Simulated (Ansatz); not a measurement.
Values for one crystal, relaxed and computed with r²SCAN (plane waves, PAW; program Ansatz); other levels are named.

- Volume per atom = 17.33 Å³
- Electronic character = metallic (no gap)
- Density of states at the Fermi level = 0.81 states/eV per atom (mean over ±0.08 eV)
- Formation energy from the elements (no fitted shifts) = -0.70 eV/atom

Q: Pick the material that matches.
(A) LaAlSi, I4_1md (La on 4a, Al on 4a, Si on 4a)
(B) Sc3InB, anti-perovskite
(C) LaNi2Ge2, I4/mmm (La on 2a, Ni on 4d, Ge on 4e)
(D) EuGe, Cmcm (Eu on 4c, Ge on 4c)

A: C, LaNi2Ge2, I4/mmm (La on 2a, Ni on 4d, Ge on 4e)

The first step of the workflow began from a Materials Project structure, measured or hypothetical; the Crystallography Open Database copy checked does not list it. Whether it is the stable phase at ambient conditions was not checked. The r²SCAN relaxation kept the symmetry of its start; whether a distortion lowers the energy is not shown. No spin polarisation was allowed. The references are the lowest solids computed at this level, not always the standard phases. Spin–orbit coupling is left out wherever it is not named.

Potentials: the later of the program's two PAW sets.
